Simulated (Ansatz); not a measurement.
K2S:
Space group Fm-3m (No. 225); a = b = c = 7.4621 Å, α = β = γ = 90.00°

```
atom  site  symmetry       x       y       z
----  ----  --------  ------  ------  ------
K       8c      -43m  0.2500  0.2500  0.2500
S       4a      m-3m  0.0000  0.0000  0.0000
```
(The calculation used a cell of 3 atoms; values per cell refer to that cell.)

Relaxed with PBE.

Q: Give the optical modes at the zone centre with their infrared and Raman activity from DFPT, the program Ansatz at the PBE level (PAW).

A: Transverse frequencies, without the LO–TO term; a row sums one degenerate level.

```csv
ω (cm⁻¹),degeneracy,IR ((D/Å)²/amu),Raman (Å⁴/amu),activity,symmetry
123,3,0.00,0,silent,T2g
156,3,11.63,0,IR,T1u
```

Q: How high does the top mode go among those that the LO–TO term moves?

A: 223 cm⁻¹ for q along x.

The cell was relaxed with PBE under the symmetry of its start; phonons on a q-mesh show no instability.

Potentials: the later of the program's two PAW sets.
